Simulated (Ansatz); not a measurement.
# InSe: computed properties

These are results of Ansatz 0.2.0, DFT PBE+D3(BJ), scalar-relativistic, plane waves, PAW, not measurements.

Cutoff 420 eV; k points 12×12×2 on the computed 8-atom cell (Γ-centred); Gaussian smearing, width 0.02 eV; no spin polarisation.

The structure is relaxed at this level of theory with its symmetry kept.

```
CELL_PARAMETERS angstrom
4.03177 0.00000 0.00000
-2.01589 3.49162 0.00000
0.00000 0.00000 16.76237
ATOMIC_POSITIONS crystal
In 0.33333 0.66667 0.16666
In 0.66667 0.33333 0.66666
In 0.33333 0.66667 0.33334
In 0.66667 0.33333 0.83334
Se 0.33333 0.66667 0.58987
Se 0.66667 0.33333 0.08987
Se 0.33333 0.66667 0.91013
Se 0.66667 0.33333 0.41013
```

```json
{
  "Space group": "P6_3/mmc (No. 194)",
  "Volume per atom": "29.50 Å³",
  "Kohn–Sham band gap": "0.37 eV, direct at Γ",
  "Löwdin character of the top 1 eV of the valence band": "Se 4p 69 %, In 5p 21 %, In 5s 7 %",
  "Löwdin character of the lowest 1 eV of the conduction band": "Se 4p 32 %, In 5s 30 %, In 5p 26 %, Se 4s 8 %, unprojected 4 %",
  "Electron masses at the edge by Cartesian direction of the standard setting (m_e; degenerate bands sorted by energy; no spin-orbit coupling)": "x: 0.11; y: 0.11; z: 0.044",
  "Hole masses at the edge by Cartesian direction of the standard setting (m_e; degenerate bands sorted by energy; no spin-orbit coupling)": "x: 2.9; y: 2.9; z: 0.044",
  "Bader charges (e)": "In (4 in the cell) 0.69, Se (4 in the cell) -0.69"
}
```